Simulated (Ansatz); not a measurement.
# KIO3 with Rb replacing K: gradients before and after relaxing the atoms

Start: a supercell of KIO3 (space group R3m) built from an entry of the Crystallography Open Database (COD), with all atoms left at the host's positions.

```cif
data_K3RbI4O12
_symmetry_space_group_name_H-M 'R3m:H'
_symmetry_Int_Tables_number 160
_cell_length_a 12.6792
_cell_length_b 12.6792
_cell_length_c 7.9242
_cell_angle_alpha 90.000
_cell_angle_beta 90.000
_cell_angle_gamma 120.000
loop_
_atom_site_label
_atom_site_type_symbol
_atom_site_symmetry_multiplicity
_atom_site_Wyckoff_symbol
_atom_site_fract_x
_atom_site_fract_y
_atom_site_fract_z
Rb Rb 3 a 0.0000 0.0000 0.0093
K K 9 b 0.1667 0.8333 0.3426
I5 I 3 a 0.0000 0.0000 0.5000
I6 I 9 b 0.8333 0.1667 0.1667
O9 O 9 b 0.1457 0.0728 0.3985
O10 O 18 c 0.6457 0.5728 0.3985
O11 O 9 b 0.8123 0.9062 0.7319
```

One atom of each set is listed; the run and its k-mesh use a cell of 20 atoms with edges of 7.78, 7.78, 7.78 Å.

Level of theory: DFT, PBE, plane waves and PAW, scalar-relativistic, 420 eV cutoff, Γ-centred 3×3×3 k-points, Fermi–Dirac smearing 0.01 eV (Ansatz 0.2.0).

The largest force at the start is 2.7 eV/Å. Relaxing the ions at fixed cell moves them by 0.063 Å at most (atom 1, Rb) and 0.041 Å rms.

```json
{"site": "Rb", "moved (Å)": "0.063", "first shell before": "12 O at 3.01–3.47 Å", "first shell after": "12 O at 3.08–3.43 Å", "V_zz before (10²¹ V/m²)": "0.78", "η before": "0.00"}
{"site": "K", "moved (Å)": "0.043", "first shell before": "12 O at 3.01–3.47 Å", "first shell after": "12 O at 2.96–3.53 Å", "V_zz before (10²¹ V/m²)": "0.26", "η before": "0.07"}
{"site": "I5", "moved (Å)": "0.051", "first shell before": "3 O at 1.79 Å", "first shell after": "3 O at 1.84 Å", "V_zz before (10²¹ V/m²)": "-51.8", "η before": "0.00"}
{"site": "I6", "moved (Å)": "0.045", "first shell before": "3 O at 1.79 Å", "first shell after": "3 O at 1.84 Å", "V_zz before (10²¹ V/m²)": "-51.7", "η before": "0.00"}
{"site": "O9", "moved (Å)": "0.030", "first shell before": "1 I at 1.79 Å", "first shell after": "1 I at 1.84 Å", "V_zz before (10²¹ V/m²)": "12.42", "η before": "0.07"}
{"site": "O10", "moved (Å)": "0.034", "first shell before": "1 I at 1.79 Å", "first shell after": "1 I at 1.84 Å", "V_zz before (10²¹ V/m²)": "12.43", "η before": "0.05"}
{"site": "O11", "moved (Å)": "0.043", "first shell before": "1 I at 1.79 Å", "first shell after": "1 I at 1.84 Å", "V_zz before (10²¹ V/m²)": "12.43", "η before": "0.08"}
```

Task: How do the gradients change?

Result: 

```
site  V_zz after  η after  change of V_zz
  Rb        0.77     0.00           -0.01
   K        0.22     0.10           -0.04
  I5       -48.2     0.00           +3.60
  I6       -48.0     0.01           +3.78
  O9       13.95     0.06           +1.53
 O10       13.91     0.05           +1.48
 O11       13.97     0.07           +1.54
```

The largest change of V_zz is on I6, from -51.7 to -48.0. In per cent, |V_zz| changes by -2 on Rb, -7 on I, +12 on O (all sites that start above 0.5). The host's own positions weren't relaxed first, so part of the change far from the defect can be the host's relaxation.

The defect repeats with the cell of 20 atoms, so it feels its images: sites between two images don't show the values beside a lone defect, and zeros or small values of η there can come from the images' arrangement. I, K and O carry a gradient in the pure host already, so the values there aren't the defect's effect alone. Without spin–orbit coupling the gradients at and beside I can be off by some per cent, at some sites by more.
Before: The cell keeps the host's lattice, where the PBE pressure is 6 GPa. The neighbours have not yet relaxed around the defect (largest force 2.7 eV/Å), so a real crystal will differ.
After: The relaxation keeps the site symmetry 3m of the start, so the impurity can move only along its axis; a start off the site could end lower.
